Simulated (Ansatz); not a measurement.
# ReS in the zincblende structure

Level of theory: DFT, r²SCAN, scalar-relativistic, collinear spin; plane waves to 500 eV with PAW datasets (Ansatz 0.2.0), Γ-centred 12×12×12 mesh, 0.05 eV Gaussian smearing; PAW files: Ansatz's generated set soft_2.

```cif
data_structure
_symmetry_space_group_name_H-M 'P 1'
_symmetry_Int_Tables_number 1
_cell_length_a 3.6836
_cell_length_b 3.6836
_cell_length_c 3.6836
_cell_angle_alpha 60.000
_cell_angle_beta 60.000
_cell_angle_gamma 60.000
_cell_volume 35.34
loop_
_atom_site_label
_atom_site_type_symbol
_atom_site_fract_x
_atom_site_fract_y
_atom_site_fract_z
_atom_site_occupancy
Re1 Re 0.00000 0.00000 0.00000 1
S1 S 0.25000 0.25000 0.25000 1
```

The structure was built from a prototype; whether the compound forms in it isn't claimed.

Magnetic state: ferromagnetic, site spin moments Re -0.12 μB.

The cell is relaxed to zero pressure at this level.

Path: Γ–X–U | K–Γ–L–W–X, with Γ = (0.000, 0.000, 0.000), X = (-0.500, -0.500, 0.000), U = (-0.375, -0.375, 0.250), K = (-0.375, 0.000, 0.375), L = (0.000, 0.000, 0.500), W = (-0.500, -0.250, 0.250) in reciprocal vectors of the calculation's cell.

Bands as a text map, energy in eV from the Fermi level (dashes), each leg drawn with the same width, + spin up, o spin down, # both:
```
  5.57 |                    +#                          
  5.14 |### #              #o #####       #             
  4.71 |                   o #   # +     #              
  4.29 |  ##              # #      ######               
  3.86 |   #                      #o#                   
  3.43 |   #             #  #                           
  3.00 |  +                #+        #     +++##+       
  2.57 |  o #           # # o+    #   ######oo  o#+     
  2.14 | #            ####   o   # #       o#     o+    
  1.71 |#    #      ##oo      ###            #     o+   
  1.29 |     +    ##       #        +         ######o#  
  0.86 |     o####                  o               ####
  0.43 |       +                                      ++
  0.00 |-----+#o##+-----+##----------#-----++++++++++#oo
 -0.43 |    +oo   o##+##o             #####oooooooooo   
 -0.86 |  +#o  ######o##+ ##+        +oo###+        +###
 -1.29 |##o             o+  o####++##o    #o###++###o   
 -1.71 | o#              ####o   oo        #   oo       
 -2.14 |   #   ##++                         #       ++##
 -2.57 |    ###  oo######                    #######oo  
 -3.00 |                                                
 -3.43 |                                                
 -3.86 |                                                
 -4.29 |                                                
 -4.71 |                                                
 -5.14 |      ########++                     ###########
 -5.57 |     #      ##oo##                 ##      #o   
 -6.00 |   ##         ### ##        +######       #     
        Γ      X      UK       Γ       L       W       X
```

(1) By these bands, is it a metal or an insulator, and if it has a gap, where are the band edges on this path?

Answer:

(1) A metal: bands cross the Fermi level.

Spin–orbit coupling, which matters for such heavy elements, is left out. The run wasn't fully tested for a lower electronic state. So small a moment in a metal hangs on mesh and smearing, and semilocal functionals can overstate it, so the real crystal may have none. Site moments are of spin, integrated over atomic spheres.
